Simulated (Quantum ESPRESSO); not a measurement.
```cif
data_H16B4Rb4
_chemical_formula_sum 'H16 B4 Rb4'
_space_group_name_H-M_alt 'F-43m'
_space_group_IT_number 216
_space_group_name_Hall 'F -4 2 3'
_cell_length_a 6.90648
_cell_length_b 6.90648
_cell_length_c 6.90648
_cell_angle_alpha 90.000
_cell_angle_beta 90.000
_cell_angle_gamma 90.000
loop_
_atom_site_label
_atom_site_type_symbol
_atom_site_symmetry_multiplicity
_atom_site_Wyckoff_symbol
_atom_site_fract_x
_atom_site_fract_y
_atom_site_fract_z
_atom_site_occupancy
H1 H 16 e 0.60242 0.60242 0.60242 1
B1 B 4 b 0.50000 0.50000 0.50000 1
Rb1 Rb 4 a 0.00000 0.00000 0.00000 1
```
(The calculation used a cell of 6 atoms; values per cell refer to that cell.)

The geometry is that of Materials Project entry mp-1219553, symmetrised and not relaxed again.

**Question.** What does PBEsol (Quantum ESPRESSO, PseudoDojo norm-conserving, 76 Ry, without SOC) give for the electronic structure near the Fermi level?

**Answer.** The PBEsol gap is indirect, 5.91 eV, from Γ to X; the smallest direct gap is 6.02 eV. 

The structure is a Materials Project entry; no match was found in the copy of COD used, and its stability was not checked.
